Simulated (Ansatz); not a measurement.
With plane-wave PAW r²SCAN (Ansatz code), CdInNO in the trigonal phase (P3m1; In on 1b, Cd on 1c, O on 1b, N on 1c) relaxes to a = 3.570 Å, c = 5.766 Å. In has 4 nearest neighbours from 2.12 Å (tetrahedral); Cd has 4 nearest neighbours from 2.22 Å (tetrahedral); O has 4 nearest neighbours from 2.12 Å (tetrahedral); N has 4 nearest neighbours from 2.14 Å (tetrahedral). Its formation energy from the elements is -61 kJ/mol of atoms, with no fitted shifts.

Electronic character: no gap, with almost no states at the Fermi level (zero-gap or semimetallic). HSE06 on the same cell gives 0.64 eV (a hybrid on a coarse mesh can open a false gap in a semimetal). Gap from r²SCAN with spin–orbit coupling: none (metallic).

The bulk modulus is 123 GPa. Bader charges are In +1.61, Cd +1.14, O -1.25, N -1.50 e.

The start of the workflow was typed in or built on a structure type; neither database checked (COD, Materials Project) lists it. Its standing as an ambient phase is unchecked. Symmetry was held in the r²SCAN relaxation; its stability against distortions is not shown here. The references are the lowest solids computed at this level, not always the standard phases (solids in place of the gases). Scalar-relativistic: spin–orbit coupling is off unless named, which matters more the heavier the elements.

Potentials: the earlier of the program's two PAW sets.
